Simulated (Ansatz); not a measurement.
Data:

ScC:
```
CELL_PARAMETERS angstrom
      0.00000     2.34023     2.34023
      2.34023     0.00000     2.34023
      2.34023     2.34023     0.00000
ATOMIC_POSITIONS crystal
  Sc 0.00000 0.00000 0.00000
  C  0.50000 0.50000 0.50000
```

This is the PBE-relaxed structure.

Question: All from PBE (plane waves, PAW; program Ansatz), unless another level is named. Estimate the electronic character.

Answer: metallic (no gap).

Question: Next, the formation energy from the elements (no fitted shifts)?

Answer: -0.15 eV/atom.

Question: Give the density of states at the Fermi level.

Answer: 0.71 states/eV per atom (mean over ±0.08 eV).

Space group Fm-3m (rock salt). The first step of the workflow began from a Materials Project structure, measured or hypothetical; the Crystallography Open Database copy checked does not list it. Whether it is the stable phase at ambient conditions was not checked. The cell was relaxed with PBE under the symmetry of its start; whether a distortion lowers the energy is not shown. The run is not spin-polarised. The references are the lowest solids computed at this level, not always the standard phases.

Potentials: the later of the program's two PAW sets.
